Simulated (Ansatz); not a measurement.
GaN:
```
GaN
1.0
    3.18328     0.00000     0.00000
   -1.59164     2.75680     0.00000
    0.00000     0.00000     5.18379
Ga N
2 2
Cartesian
  1.59164   0.91893   2.58726
  0.00000   1.83787   5.17915
  1.59164   0.91893   4.54046
  0.00000   1.83787   1.94856
```

Plane-wave PAW r²SCAN (Ansatz code) gives a gap of 2.35 eV without spin–orbit coupling, maximum at Γ, minimum at Γ.

Q: What happens when spin–orbit coupling is switched on?

A: The gap is nearly the same, to 2.35 eV; maximum at Γ, minimum at Γ.

Q: Give the electron effective mass with spin–orbit coupling.

A: 0.17, 0.19, 0.19 mₑ (principal values).

Q: Give the hole effective mass with spin–orbit coupling, band 1 of 2 at the edge.

A: 2.1 along z (mₑ).

Q: Give the hole effective mass with spin–orbit coupling, band 2 of 2 at the edge.

A: 0.26 along x, 1.5 along z (mₑ).

Space group P6_3mc (wurtzite). The cell was relaxed with r²SCAN under the symmetry of its start; phonons on a q-mesh show no instability.

Potentials: the earlier of the program's two PAW sets.
